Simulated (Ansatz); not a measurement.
Relaxed-ion elastic tensor of YN (rock salt, Fm-3m) in GPa (Voigt order), plane-wave PAW LDA (Ansatz code); density 6.10 g/cm³, 14.00 Å³ per atom.

```csv
,1,2,3,4,5,6
1,375,86.1,86.1,0.0,0.0,0.0
2,86.1,375,86.1,0.0,0.0,0.0
3,86.1,86.1,375,0.0,0.0,0.0
4,0.0,0.0,0.0,128,0.0,0.0
5,0.0,0.0,0.0,0.0,128,0.0
6,0.0,0.0,0.0,0.0,0.0,128
```

### Question
Is the crystal mechanically stable?

### Answer
Yes: the smallest eigenvalue of C is 128 GPa.

### Question
Work out the Voigt, Reuss and Hill averages.

### Answer
K_V = 182, K_R = 182, K_H = 182; G_V = 135, G_R = 134, G_H = 135 GPa.

### Question
Give Young's modulus, Poisson's ratio, Pugh's ratio and the universal anisotropy index.

### Answer
E = 9KG/(3K + G) = 324 GPa; ν = 0.20; K/G = 1.35 (brittle by the Pugh limit of 1.75); A_U = 5G_V/G_R + K_V/K_R − 6 = 0.02.

### Question
Estimate the sound speeds and the Debye temperature.

### Answer
v_l = √((K + 4G/3)/ρ) = 7700 m/s, v_t = √(G/ρ) = 4700 m/s, mean 5190 m/s; Θ = (h/k)(3n/4πV)^(1/3) v_m = 641 K.

### Question
Give the Zener ratio and Young's modulus along [100], [110] and [111].

### Answer
A = 2C44/(C11 − C12) = 0.89; 1/E = S11 − 2(S11 − S12 − S44/2)Γ with Γ = 0, 1/4, 1/3 gives 343, 319, 312 GPa.

The cell was relaxed with LDA under the symmetry of its start; of distortions, only those at the zone centre were tested. The run is not spin-polarised. As this level gives no gap, shear constants depend on the k-mesh and smearing (Fermi–Dirac, 0.1 eV here).

Potentials: the earlier of the program's two PAW sets.
